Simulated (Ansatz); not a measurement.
Ansatz (a quantum-chemistry and plane-wave program) input:

Ansatz 0.2 input:
```yaml
crystal:
  lattice:
    - [-3.426308085, 3.426308085, 2.7759548677]
    - [3.426308085, -3.426308085, 2.7759548677]
    - [3.426308085, 3.426308085, -2.7759548677]
  atoms:
    - { symbol: In, position: [0.344819954, 0.155180046, 0.5] }
    - { symbol: In, position: [0.655180046, 0.844819954, 0.5] }
    - { symbol: In, position: [0.155180046, 0.655180046, 0.8103600919] }
    - { symbol: In, position: [0.844819954, 0.344819954, 0.1896399081] }
    - { symbol: Ag, position: [0.75, 0.75, 0.0] }
    - { symbol: Ag, position: [0.25, 0.25, 0.0] }
kpoints:
  mp_grid: { grid: [10, 10, 10] }
hamiltonian:
  xc: pbesol
  pseudopotentials: { kind: paw }
scf:
  occupations: { method: fermi_dirac, width: 0.1 }
phonons:
  method: dfpt
  response_accuracy: low
  eigenvectors: true
  rigid_motions: translations
```

Output (shortened):

```
Pseudopotential: In, paw, valence charge 13
Pseudopotential: Ag, paw, valence charge 19
Functional definition: PBEsol
Crystal: 6 atoms, lattice volume = 130.354 Å³
Basis set: ecut = 420 eV, 2581 PW (Γ), exchange–correlation on 80×80×80 points (8 copies of the dense FFT grid, shifted against one another)
Bands: 54, of which v1, the nominal top of the filled ones, is band 45 counted from 1 (44 counted from 0)
Symmetry: 16 space group operations
k-points: 504 of 1000 (irreducible under 1 space group operation, time reversal used)
SCF iter   1: F=—  HF=-37146.529220 eV  |F-HF|=—  |Δ(HF+E_count)|=         —  Δρ=5.74e-3  dr2=3.83e-2  ethr=1.77e-3  ⟨swp⟩=6.9  Hψ=103852  notcnv=0  defer=146
preconditioner: auto → Kerker (q_TF=auto, 2.565 Å⁻¹)
SCF iter   2: F=—  HF=-37146.517142 eV  |F-HF|=—  |Δ(HF+E_count)|=   1.21e-2  Δρ=1.64e-3  dr2=3.61e-3  ethr=4.26e-5  ⟨swp⟩=3.0  Hψ=59724  notcnv=0  defer=238
SCF iter   3: F=—  HF=-37146.516070 eV  |F-HF|=—  |Δ(HF+E_count)|=   1.07e-3  Δρ=6.73e-4  dr2=8.00e-4  ethr=4.01e-6  ⟨swp⟩=2.0  Hψ=36586  notcnv=0  defer=238
SCF iter   4: F=—  HF=-37146.515882 eV  |F-HF|=—  |Δ(HF+E_count)|=   1.88e-4  Δρ=1.98e-4  dr2=1.30e-4  ethr=8.89e-7  ⟨swp⟩=2.9  Hψ=45095  notcnv=0  defer=238
SCF iter   5: F=—  HF=-37146.515847 eV  |F-HF|=—  |Δ(HF+E_count)|=   3.51e-5  Δρ=5.84e-5  dr2=7.69e-6  ethr=1.44e-7  ⟨swp⟩=2.2  Hψ=33099  notcnv=0  defer=238
SCF iter   6: F=—  HF=-37146.515848 eV  |F-HF|=—  |Δ(HF+E_count)|=   8.00e-7  Δρ=1.29e-5  dr2=2.23e-7  ethr=8.54e-9  ⟨swp⟩=2.1  Hψ=37532  notcnv=0  defer=238
SCF iter   7: F=—  HF=-37146.515848 eV  |F-HF|=—  |Δ(HF+E_count)|=   5.07e-8  Δρ=4.24e-6  dr2=3.55e-8  ethr=2.47e-10  ⟨swp⟩=2.0  Hψ=35820  notcnv=0  defer=238
SCF iter   8: F=—  HF=-37146.515848 eV  |F-HF|=—  |Δ(HF+E_count)|=   8.19e-9  Δρ=7.66e-7  dr2=6.24e-10  ethr=3.94e-11  ⟨swp⟩=2.3  Hψ=46986  notcnv=0  defer=238
SCF iter  10: F=-37146.515848 eV  HF=-37146.515848 eV  |F-HF|=1.46e-11  |Δ(HF+E_count)|=  1.46e-11  Δρ=4.06e-8  dr2=2.01e-12  ethr=1.00e-12  ⟨swp⟩=9.6  Hψ=124809  notcnv=0
SCF 1 converged in 10 iterations: F = -37146.515848 eV  dr2 = 2.01e-12
WARN: the projector tables of a DFPT response shed from 504 to 2, one for each solve slot …
DFPT response loops at Γ: preconditioner auto → Kerker (q_TF=auto, 2.565 Å⁻¹) (partly filled bands, converged f_vac=0.000) …
the response loops of the zone centre start from zero, take more passes and end by a threshold …
SCF converged after 10 iterations
Free energy (F): -37146.515848 eV
Harris-Foulkes:  -37146.515848 eV  (|F-HF|=1.46e-11)
Internal energy: -37146.449609 eV  (E = F + TS)
E sigma→0 (E₀):  -37146.482728 eV
Entropy (-TS):   -0.066239 eV (-11.040 meV/atom)
Fermi energy:    12.940672 eV
--- Per-component energies (eV) ---
  E_band       = -621.406603
  E_kinetic    = 2025.179341
  E_local      = -9861.831955  (includes V_loc(G=0)·N_el)
  E_nonlocal   = 1633.864669
  E_hartree    = 4237.481423
  E_xc         = -1224.671789
  E_vxc        = -872.333773  (∫ρ·V_xc dr)
  E_paw        = -23997.491077  (= ΣΔE_a)
  E_vpaw       = -2021.248289  (= ΣTr[D̂ρ^β])
  E_aug_tail   = 0.000684  (compensation charges beyond the density's cutoff)
  E_ewald      = -9960.569993
  E_core_change = 1.589088  (= ΣΔE_core)
  E_smearing   = -0.066239  (= −TS)
  E_closure    = 0.000000  (closes the sum)
  Σ components = -37146.515848   (vs F -37146.515848, Δ=0.00e0)
  [band-id]    e_kinetic+e_local+e_nonlocal+2·e_hartree+e_vxc+e_vpaw+e_augmentation_tail = -621.406477   (vs E_band -621.406603, Δ=1.26e-4)
--- Band table (eV; the first three rows and the last of 504) ---
  k-point 0: bands = ["-79.7685", "-79.7583", "-43.3194", "-43.2671", "-43.2671", "-43.2548", "-43.2548", "-43.1834", "-1.7565", "-1.7245", "-1.6946", "-1.6946", "-1.6869", "-1.6584", "-1.6315", "-1.5839", "-1.5839", "-1.5770", "-1.5262", "-1.5262", …
  k-point 1: bands = ["-79.7685", "-79.7583", "-43.3194", "-43.2671", "-43.2671", "-43.2548", "-43.2548", "-43.1834", "-1.7512", "-1.7483", "-1.6972", "-1.6889", "-1.6752", "-1.6652", "-1.6258", "-1.5863", "-1.5830", "-1.5733", "-1.5344", "-1.5224", …
  k-point 2: bands = ["-79.7685", "-79.7583", "-43.3194", "-43.2672", "-43.2671", "-43.2548", "-43.2548", "-43.1834", "-1.7774", "-1.7360", "-1.7051", "-1.6977", "-1.6752", "-1.6612", "-1.6099", "-1.5937", "-1.5839", "-1.5627", "-1.5507", "-1.5279", …
  k-point 503: bands = ["-79.7685", "-79.7583", "-43.3195", "-43.2672", "-43.2672", "-43.2548", "-43.2548", "-43.1834", "-1.7921", "-1.7887", "-1.7747", "-1.6533", "-1.6393", "-1.6393", "-1.6196", "-1.6196", "-1.6022", "-1.5852", "-1.5852", "-1.5392", …
--- Phonons (Γ-DFPT): 4 representative perturbations + reference, on 504 of 1000 k-points (Σ response iterations 27) ---
  ASR residual: 1.718e-3 → 0.000e0 eV/Å²; symmetrization residual: 1.212e-3 eV/Å²
  ASR residual per site (eV/Å²): 1.72e-3 1.72e-3 1.72e-3 1.72e-3 1.30e-3 1.30e-3
  Γ frequencies (cm⁻¹): 0.00 0.00 0.00 52.36 52.36 55.98 55.98 77.64 78.90 90.14 90.62 109.05 109.05 113.38 114.42 138.34 138.34 186.23
  non-analytic LO–TO correction: not included (Born effective charges unavailable; polar crystals: no LO–TO splitting at Γ)
```

Cost: about 60 core-minutes (a rough figure) on shared cores.

Space group I4/mcm. The workflow started from a Materials Project entry (that database holds measured and hypothetical structures alike); the Crystallography Open Database files this formula in space group No. 140, but the cells were not matched. Whether it is the stable phase at ambient conditions was not checked. The PBEsol relaxation kept the symmetry of its start; of distortions, only those at the zone centre were tested. The run is not spin-polarised. As this level gives no gap, phonon frequencies hold no LO–TO term and depend on the k-mesh and smearing (Fermi–Dirac, 0.1 eV here). Scalar-relativistic: spin–orbit coupling is off unless named, which matters more the heavier the elements.

Potentials: the later of the program's two PAW sets.

Ansatz is a plane-wave DFT program.
